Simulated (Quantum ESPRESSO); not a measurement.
## Band energies of AgI

```xyz
2
Lattice="0.0000 3.2228 3.2228 3.2228 0.0000 3.2228 3.2228 3.2228 0.0000" Properties=species:S:1:pos:R:3 pbc="T T T"
Ag     0.0000     0.0000     0.0000
I      1.6114     1.6114     1.6114
```

PBEsol (pw.x of Quantum ESPRESSO, ONCV potentials, scalar-relativistic); path ΓXWKΓLUWLK,UX; energies in eV from the valence-band maximum.

```
k (1/Å)  point  band 9  band 10  band 11  band 12  band 13  band 14  band 15  band 16
-------  -----  ------  -------  -------  -------  -------  -------  -------  -------
0.00         Γ   -3.18    -3.18     0.00     0.00     0.00     1.20     5.65     5.65
0.43             -3.24    -3.14    -1.36    -0.81    -0.81     3.09     4.33     6.88
0.97         X   -3.08    -3.06    -2.71    -1.88    -1.88     3.43     3.76     8.44
1.46         W   -3.25    -2.95    -2.84    -2.27    -1.71     4.76     5.09     6.30
1.58             -3.24    -2.99    -2.85    -2.21    -1.67     4.51     4.99     6.59
1.81         K   -3.17    -3.14    -2.89    -2.10    -1.49     3.82     4.93     7.58
2.12             -3.21    -3.17    -2.54    -1.82    -0.82     3.83     5.52     6.16
2.53             -3.20    -3.17    -1.12    -0.51    -0.14     2.33     5.24     5.92
2.84         Γ   -3.18    -3.18     0.00     0.00     0.00     1.20     5.65     5.65
3.05             -3.18    -3.18    -0.73    -0.12    -0.12     1.85     5.43     5.83
3.58             -3.15    -3.15    -2.93    -0.73    -0.73     2.64     6.16     6.16
3.68         L   -3.15    -3.15    -3.02    -0.76    -0.76     2.64     6.15     6.15
4.08             -3.22    -3.16    -2.90    -1.82    -1.20     3.81     5.26     7.01
4.28         U   -3.17    -3.14    -2.89    -2.10    -1.49     3.82     4.93     7.58
4.51             -3.24    -2.99    -2.85    -2.21    -1.67     4.51     4.99     6.59
4.63         W   -3.25    -2.95    -2.84    -2.27    -1.71     4.76     5.09     6.30
5.02             -3.20    -3.14    -2.95    -1.47    -1.06     3.59     5.39     6.51
5.32         L   -3.15    -3.15    -3.02    -0.76    -0.76     2.64     6.15     6.15
5.49             -3.16    -3.15    -3.00    -1.06    -0.86     3.03     5.74     6.38
5.91         K   -3.17    -3.14    -2.89    -2.10    -1.49     3.82     4.93     7.58
5.91         U   -3.17    -3.14    -2.89    -2.10    -1.49     3.82     4.93     7.58
6.26         X   -3.08    -3.06    -2.71    -1.88    -1.88     3.43     3.76     8.44
```

The PBEsol gap is direct, 1.20 eV at Γ.

Spin-orbit coupling is left out, which matters for elements this heavy: edges can move by tenths of an eV.

Geometry relaxed with PBEsol.
